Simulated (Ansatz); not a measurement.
ZnCdSeS:
Space group P3m1 (No. 156); a = b = 4.0111 Å, c = 6.7218 Å, α = β = 90.00°, γ = 120.00°

```csv
atom,site,symmetry,x,y,z
Zn,1b,3m.,0.3333,0.6667,0.9894
Cd,1a,3m.,0.0000,0.0000,0.5190
Se,1b,3m.,0.3333,0.6667,0.3517
S,1a,3m.,0.0000,0.0000,0.8919
```

This is the PBEsol-relaxed structure.

### Question
All from the program Ansatz at the PBEsol level (PAW), unless another level is named. Predict the gap with spin–orbit coupling.

### Answer
0.47 eV.

### Question
And the electron effective mass?

### Answer
0.091, 0.091, 0.11 mₑ (principal values).

### Question
Next, the formation energy from the elements (no fitted shifts)?

### Answer
-0.61 eV/atom.

### Question
And the valence-band maximum?

### Answer
at Γ.

### Question
Predict the weight of the conduction-edge state by species (Voronoi cells).

### Answer
Zn 39 %, S 25 %, Cd 24 %, Se 13 %.

The workflow started from a Materials Project entry (that database holds measured and hypothetical structures alike); the Crystallography Open Database copy checked does not list it. Its standing as an ambient phase is unchecked. Symmetry was held in the PBEsol relaxation; of distortions, only those at the zone centre were tested. The references are the lowest solids computed at this level, not always the standard phases. Spin–orbit coupling is left out wherever it is not named.

Potentials: the later of the program's two PAW sets.
